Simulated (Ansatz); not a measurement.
GaSb (rock salt, Fm-3m) at seven volumes, the program Ansatz at the PBE level (PAW), scaled uniformly. One row is withheld.

| V (Å³/atom) | P (GPa) |
|---|---|
| 22.168 | 6.50 |
| 22.899 | ? |
| 23.630 | 1.80 |
| 24.361 | 0.00 |
| 25.091 | -1.51 |
| 25.822 | -2.78 |
| 26.553 | -3.84 |

Question: Fit the shown pressures and predict the withheld one.

Answer: P = (3/2)B₀(x^(7/2) − x^(5/2))[1 + (3/4)(B′ − 4)(x − 1)] with x = (V₀/V)^(2/3). Least squares on the six rows gives V₀ = 24.361 Å³/atom, B₀ = 54.9 GPa, B′ = 4.82. At V = 22.899, x = 1.0421 and P = 3.95 GPa. The run itself gave 3.92 GPa.

The cell is a constructed one: a structure type filled with these elements; neither database checked (COD, Materials Project) lists it. It is not the phase usual at ambient conditions (space group No. 216). The cell was relaxed with PBE under the symmetry of its start; of distortions, only those at the zone centre were tested. Spin–orbit coupling is left out wherever it is not named.

Potentials: the later of the program's two PAW sets.
